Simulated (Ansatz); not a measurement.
ZrGe2:
```xyz
3
Lattice="4.3227 0.0000 0.0000 -2.1614 3.7436 0.0000 0.0000 0.0000 3.4340" Properties=species:S:1:pos:R:3 pbc="T T T"
Zr     0.0000     0.0000     0.0000
Ge     0.0000     2.4957     1.7170
Ge     2.1614     1.2479     1.7170
```

Relaxed with PBEsol. Special points in fractions of this cell's reciprocal vectors: Γ (0.000, 0.000, 0.000); M (0.500, 0.000, 0.000); K (0.333, 0.333, 0.000); A (0.000, 0.000, 0.500); L (0.500, 0.000, 0.500); H (0.333, 0.333, 0.500).

List the band energies nearest the Fermi level at these points for plane-wave PAW PBEsol with spin–orbit coupling (Ansatz code).

In eV from the Fermi level; about four levels below and three above (degenerate sets whole), none deeper than 8.9 eV; points with the same levels are listed once.

```tsv
k	below	above
Γ	-1.84 -1.84 -0.16 -0.16	0.76 0.76 0.93 0.93
M	-3.56 -3.56 -1.07 -1.07	0.36 0.36 0.40 0.40
K	-0.21 -0.21 -0.15 -0.15	4.79 4.79 4.93 4.93
A	-0.48 -0.48 -0.41 -0.41	1.16 1.16 3.67 3.67
L	-3.98 -3.98 -0.52 -0.52	1.28 1.28 1.51 1.51
H	-3.79 -3.79 -3.75 -3.75	0.44 0.44 0.66 0.66 0.67 0.67
```

Space group P6/mmm. The cell is a constructed one: a structure type filled with these elements; neither database checked (COD, Materials Project) lists it. COD files the formula under space group No. 63. Whether it is the stable phase at ambient conditions was not checked. Symmetry was held in the PBEsol relaxation; whether a distortion lowers the energy is not shown. No spin polarisation was allowed.

Potentials: the earlier of the program's two PAW sets. The files were generated under PBE; for other functionals the program regenerates the frozen cores, and for LDA and PBEsol the local potential too.
